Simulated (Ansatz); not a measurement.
Calculated electric field gradients for K₂PtC₆N₆

The cell is an entry of the Crystallography Open Database (COD), its atoms then relaxed with PBE in this cell.

```cif
data_K2PtC6N6
_symmetry_space_group_name_H-M 'P-31m'
_symmetry_Int_Tables_number 162
_cell_length_a 7.3928
_cell_length_b 7.3928
_cell_length_c 6.6613
_cell_angle_alpha 90.000
_cell_angle_beta 90.000
_cell_angle_gamma 120.000
loop_
_atom_site_label
_atom_site_type_symbol
_atom_site_symmetry_multiplicity
_atom_site_Wyckoff_symbol
_atom_site_fract_x
_atom_site_fract_y
_atom_site_fract_z
K K 2 d 0.3333 0.6667 0.5000
Pt Pt 1 a 0.0000 0.0000 0.0000
C C 6 k 0.2230 0.2230 0.1740
N N 6 k 0.3513 0.3513 0.2751
```

One atom of each set is listed.

All values are calculated (Ansatz; DFT, r2SCAN, plane waves and PAW, scalar-relativistic, 500 eV cutoff, Γ-centred 5×5×5 k-points, Fermi–Dirac smearing 0.05 eV), not measured.

V_zz is the principal component of the electric field gradient with the largest magnitude, η = (V_xx − V_yy)/V_zz and C_Q = eQV_zz/h.

⁴¹K: I = 3/2, Q = 73.40 mb; ¹⁴N: I = 1, Q = 20.44 mb. Nuclear quadrupole moments: year-2017 set (Pyykkö).

(1) What field gradients does the calculation give at each kind of site?

Results:

(1) 

| site | atoms | first shell | V_zz (10²¹ V/m²) | η | C_Q (MHz) |
| --- | --- | --- | --- | --- | --- |
| K | 2 | 6 N at 2.83 Å | 0.77 | 0.00 | 1.37 |
| Pt | 1 | 6 C at 2.02 Å | -0.35 | 0.00 | – |
| C | 6 | 1 N at 1.16 Å, 1 Pt at 2.02 Å, angle 180° | -4.32 | 0.07 | – |
| N | 6 | 1 C at 1.16 Å; also 2 K at 2.83 Å, 1 Pt at 3.18 Å | -7.45 | 0.00 | -3.68 |

An axis of threefold or higher order runs through K and Pt, so V_zz lies along it and η is zero. At C V_zz points along the shorter of its two bonds, to N (within 1°). At N V_zz points along its bond to C (within 1°).

Pt, C have no stable isotope with a ground-state quadrupole moment in the table, so no C_Q is given.

The largest force is 0.9 eV/Å, so the atoms aren't at the calculated equilibrium and relaxing them would move these values. Spin–orbit coupling is left out, which shifts gradients on Pt by a few per cent, and by more where contributions nearly cancel. With these PAW files V_zz is typically within 2 to 3 % of all-electron values, but misses above 10 % occur on Pt. The database entry as given showed forces above 3 eV/Å or a pressure above 30 GPa, though relaxing it moves no atom far.

Hardware: 1 thread of Arm Neoverse V1 (aarch64; 28 cores open to the job, memory cap 3.0 GiB, no GPU), a shared host with a load of 1.0 a core. Wall time 74 s, CPU time 74 s, peak memory 1.3 GiB.
